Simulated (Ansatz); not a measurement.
NbAg:
```
NbAg
1.0
    0.00000     2.71337     2.71337
    2.71337     0.00000     2.71337
    2.71337     2.71337     0.00000
Ag Nb
1 1
Cartesian
  0.00000   0.00000   0.00000
  2.71337   2.71337   2.71337
```

Relaxed with r²SCAN.

Question: Give the Bader charges and basin volumes of the independent atoms, DFT-r²SCAN in the program Ansatz with PAW potentials.

Answer: 

| atom | Bader charge (e) | Bader volume (Å³) |
|---|---|---|
| Ag1 | -1.23 | 23.5 |
| Nb2 | +1.23 | 16.4 |

Space group Fm-3m (rock salt). The start of the workflow was typed in or built on a structure type; neither database checked (COD, Materials Project) lists it. Whether it is the stable phase at ambient conditions was not checked. The cell was relaxed with r²SCAN under the symmetry of its start. At this level the phase is mechanically unstable. No spin polarisation was allowed. Its formation energy is positive at this level, so the cell may be metastable or incomplete.

Potentials: the later of the program's two PAW sets.
